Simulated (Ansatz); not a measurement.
SiC built on the zincblende prototype at its r2SCAN geometry, run in the plane-wave code Ansatz at 2 levels of theory. Calculated for a static, non-magnetic cell.

The HSE06 input:
```yaml
crystal:
  lattice:
    - [0.0, 2.1780523469, 2.1780523469]
    - [2.1780523469, 0.0, 2.1780523469]
    - [2.1780523469, 2.1780523469, 0.0]
  atoms:
    - { symbol: Si, position: [0.0, 0.0, 0.0] }
    - { symbol: C, position: [0.25, 0.25, 0.25] }
kpoints:
  mp_grid: { grid: [8, 8, 8] }
  band_path:
    path:
      - [0.0, 0.0, 0.0]
      - [-0.5, -0.5, 0.0]
      - [-0.375, -0.375, 0.25]
      - [-0.375, 0.0, 0.375]
      - [0.0, 0.0, 0.5]
      - [-0.5, -0.25, 0.25]
      - [0.0, 0.5, 0.5]
    npoints: 1
hamiltonian:
  xc: hse06
scf:
  occupations: { method: fixed }
  n_extra_bands: 4
output:
  forces: true
  stress: true
  eigenvalues: true
```

Main results, then, where recorded, the levels near the gap in eV from the Fermi energy (columns number the bands from 0), one row a point of the path (Γ, X, U, K, L, W, X):
```
Crystal: 2 atoms, lattice volume = 20.665 Å³
Symmetry: 24 space group operations
Space group: F-43m (ITA 216)
```
```
Basis set: ecut = 420 eV, 411 PW (Γ)
k-points: 29 of 512 (time reversal used)
Exchange kernel: α = 0.2500, screened, ω = 0.2079 Å⁻¹, Wigner–Seitz truncation, v(0) = 1046.7313 eV·Å³, q-mesh 8×8×8
hybrid outer 1: dexx = +2.430e-3 eV, tail = 5.23e-6 eV
hybrid outer 2: dexx = +3.076e-8 eV, tail = 2.49e-8 eV, Δε = 1.24e-3 eV
hybrid SCF converged: 2 outer / 7 inner (+2 warm-up)
Free energy (F): -887.791070 eV
Fermi energy:    8.888285 eV
--- Stress (GPa, compression-positive) ---
       -1.124810       0.000000       0.000000
        0.000000      -1.124810       0.000000
        0.000000       0.000000      -1.124810
  P = ⅓ Tr σ = -1.1248 GPa (-11.248 kbar)
```
```tsv
band_0	band_1	band_2	band_3	band_4	band_5	band_6
-16.985	0.000	0.000	0.000	7.530	8.609	8.609
-11.573	-8.534	-3.493	-3.493	2.227	5.375	15.933
-11.576	-7.950	-6.028	-2.840	4.091	9.078	13.520
-11.576	-7.950	-6.028	-2.840	4.091	9.078	13.520
-13.134	-9.349	-1.154	-1.154	6.641	8.483	8.483
-11.331	-7.671	-5.448	-5.054	6.330	10.915	11.043
-11.573	-8.534	-3.493	-3.493	2.227	5.375	15.933
```

With HSE06 the valence top lies at Γ and the conduction bottom at X, 2.23 eV higher; the smallest vertical gap, at X, is 5.72 eV.

Question: In the first input these blocks are replaced (the band path and keys that only write files left aside):
```yaml
hamiltonian:
  xc: pbe0
```
What comes out?

Answer:
```
Basis set: ecut = 420 eV, 411 PW (Γ)
k-points: 29 of 512 (time reversal used)
hybrid outer 1: dexx = +3.646e-3 eV, tail = 9.75e-6 eV
hybrid outer 2: dexx = +6.072e-8 eV, tail = 7.41e-9 eV, Δε = 2.12e-3 eV
hybrid SCF converged: 2 outer / 8 inner (+2 warm-up)
Free energy (F): -888.022660 eV
Fermi energy:    8.514120 eV
--- Stress (GPa, compression-positive) ---
       -1.295092       0.000000       0.000000
        0.000000      -1.295092       0.000000
        0.000000       0.000000      -1.295092
  P = ⅓ Tr σ = -1.2951 GPa (-12.951 kbar)
```
```tsv
band_0	band_1	band_2	band_3	band_4	band_5	band_6
-17.045	0.000	0.000	0.000	8.273	9.353	9.353
-11.623	-8.590	-3.507	-3.507	2.946	6.109	16.712
-11.626	-8.006	-6.078	-2.853	4.823	9.841	14.296
-11.626	-8.006	-6.078	-2.853	4.823	9.841	14.296
-13.187	-9.410	-1.160	-1.160	7.380	9.233	9.233
-11.380	-7.725	-5.493	-5.099	7.090	11.688	11.810
-11.623	-8.590	-3.507	-3.507	2.946	6.109	16.712
```
With PBE0 the valence top lies at Γ and the conduction bottom at X, 2.95 eV higher; the smallest vertical gap, at X, is 6.45 eV. At this geometry PBE0 finds -1.3 GPa, compression counted positive: its own equilibrium volume is smaller. (The program warns that its thresholds are loose for a hybrid's stress.)

Totals of different functionals can't be compared.

The meshes of the hybrids are coarse, so their gaps aren't converged to the digits shown.
